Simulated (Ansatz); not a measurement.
ZnCu:
```
ZnCu
1.0
    2.86921     0.00000     0.00000
    0.00000     2.86921     0.00000
    0.00000     0.00000     2.86921
Zn Cu
1 1
Direct
  0.50000   0.50000   0.50000
  0.00000   0.00000   0.00000
```

Relaxed with LDA. Special points in fractions of this cell's reciprocal vectors: Γ (0.000, 0.000, 0.000); X (0.000, 0.500, 0.000); M (0.500, 0.500, 0.000); R (0.500, 0.500, 0.500).

Q: List the band energies nearest the Fermi level at these points for plane-wave PAW LDA (Ansatz code).

A: In eV from the Fermi level; about four levels below and three above (degenerate sets whole), none deeper than 8.9 eV; points with the same levels are listed once.

```csv
k,below,above
Γ,-3.84 -3.84 -2.91 -2.91 -2.91,6.37 6.37 6.37
X,-3.56 -3.56 -3.02 -2.11,12.27 12.27 12.85 12.85
M,-3.06 -3.06 -2.65 -2.17 -2.17,2.04 2.34 14.59
R,-4.71 -4.71 -4.71 -2.62 -2.62,4.20 4.51 4.51 4.51
```

Space group Pm-3m (CsCl type). The LDA relaxation kept the symmetry of its start. The run is not spin-polarised.

Potentials: the earlier of the program's two PAW sets. The files were generated under PBE; for other functionals the program regenerates the frozen cores, and for LDA and PBEsol the local potential too.
